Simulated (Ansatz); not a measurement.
Hf2InC:
```xyz
8
Lattice="3.3136 0.0000 0.0000 -1.6568 2.8696 0.0000 0.0000 0.0000 14.8008" Properties=species:S:1:pos:R:3 pbc="T T T"
Hf     1.6568     0.9565     8.6175
Hf     0.0000     1.9131     6.1833
Hf     0.0000     1.9131     1.2171
Hf     1.6568     0.9565    13.5837
In     1.6568     0.9565     3.7002
In     0.0000     1.9131    11.1006
C      0.0000     0.0000     7.4004
C      0.0000     0.0000     0.0000
```

Relaxed with r²SCAN.

Problem. Map the valence electron density (e/Å³), cut off at 2 on the plane through (0.667, 0.333, 0.582) spanned by u = [0, 0, 1] and v = [1, -1, 0] in lattice vectors, from the program Ansatz at the r²SCAN level (PAW).

Solution. x is the fraction of u, y of v (the angle between them is 90°; rows are the nearest grid lines); atoms in the plane: Hf at (0.00, 0.00), Hf at (0.84, 0.67), Hf at (0.50, 0.67), Hf at (0.34, 0.00), In at (0.67, 0.00), In at (0.17, 0.67), C at (0.92, 0.33), C at (0.42, 0.33).
```
y \ x   0.000  0.100  0.175  0.275  0.375  0.450  0.550  0.625  0.725  0.825  0.900   1.00
------  -----  -----  -----  -----  -----  -----  -----  -----  -----  -----  -----  -----
1.00     2.00  0.135  0.130   1.27   2.00  0.170  0.184   2.00   1.00  0.153  0.182   2.00
0.931    2.00  0.141  0.150  0.748   2.00  0.179  0.180   1.65  0.677  0.160  0.190   2.00
0.862    2.00  0.181  0.314  0.268  0.729  0.215  0.202  0.486  0.324  0.333  0.206   2.00
0.759   0.176  0.362   2.00  0.191  0.182   1.17   1.20  0.157  0.150   2.00  0.417  0.176
0.690   0.153  0.517   2.00  0.203  0.166   2.00   2.00  0.128  0.128   2.00  0.822  0.153
0.621   0.154  0.475   2.00  0.198  0.171   2.00   2.00  0.129  0.129   2.00  0.708  0.154
0.552   0.164  0.296   2.00  0.171  0.224  0.791  0.683  0.133  0.130   2.00  0.419  0.164
0.448   0.214  0.131  0.196  0.119  0.552  0.747  0.127  0.114  0.111  0.233  0.942  0.214
0.379   0.256  0.095  0.099  0.103  0.949   1.29  0.109  0.094  0.094  0.197   1.63  0.256
0.310   0.265  0.091  0.091  0.101   1.03   1.39  0.107  0.091  0.091  0.199   1.68  0.265
0.241   0.254  0.104  0.112  0.109  0.711  0.906  0.116  0.126  0.118  0.182   1.20  0.254
0.138    2.00  0.127  0.141  0.231  0.852  0.297  0.152  0.472  0.309  0.158  0.340   2.00
0.0690   2.00  0.134  0.137  0.738   2.00  0.190  0.175   1.64  0.674  0.154  0.204   2.00
0.000    2.00  0.135  0.130   1.27   2.00  0.170  0.184   2.00   1.00  0.153  0.182   2.00
```

The density is the valence pseudo-density with augmentation charge, so density and ELF within about 1 Å of a nucleus are not all-electron values.

Space group P6_3/mmc. The first step of the workflow began from a Materials Project structure, measured or hypothetical; the Crystallography Open Database copy checked does not list it. Its standing as an ambient phase is unchecked. Symmetry was held in the r²SCAN relaxation; its stability against distortions is not shown here. The run is not spin-polarised. Spin–orbit coupling is left out wherever it is not named.

Potentials: the later of the program's two PAW sets.
